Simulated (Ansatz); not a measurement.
KTaO$_{3}$ (cubic perovskite)

```
KTaO3
1.0
    4.02318     0.00000     0.00000
    0.00000     4.02318     0.00000
    0.00000     0.00000     4.02318
K Ta O
1 1 3
Direct
  0.00000   0.00000   0.00000
  0.50000   0.50000   0.50000
  0.00000   0.50000   0.50000
  0.50000   0.50000   0.00000
  0.50000   0.00000   0.50000
```

The relaxed cell is deformed in two ways at once: its volume V is scaled, and at that volume it is stretched along z (the c axis of the conventional cell) so that c/a changes. Fractional atomic positions are held.

Level of theory: PBE (plane waves to 420 eV, PAW, scalar-relativistic; Ansatz, a quantum-chemistry and plane-wave program). k mesh 8×8×8 (Γ-centred), Fermi-Dirac smearing 0.05 eV. Stress and pressure are positive under compression. KTaO3 is run without spin polarisation. KTaO3 was relaxed with its symmetry unable to fall. Spin-orbit coupling is left out, though Ta is heavy. The PAW data are Ansatz's earlier set. 

Q: Predict the σzz − σxx (GPa) at all points of the grid V/V₀ = 0.920, 0.960, 1.000, 1.040, 1.080 by (c/a)/(c/a)₀ = 0.880, 0.940, 1.000, 1.060, 1.120.

A: σzz − σxx (GPa), with V/V₀ across and (c/a)/(c/a)₀ down:

```
(c/a)/(c/a)₀ \ V/V₀  0.920  0.960  1.000  1.040  1.080
-------------------  -----  -----  -----  -----  -----
0.880                 73.5   63.1   54.2   46.6   40.0
0.940                 32.0   27.3   23.2   19.8   16.8
1.000                  0.0    0.0    0.0    0.0    0.0
1.060                -25.9  -21.8  -18.4  -15.5  -13.0
1.120                -48.2  -40.5  -33.9  -28.4  -23.7
```

(Under strain, the slope of the energy per volume gives the stress and its curvature an elastic modulus.)
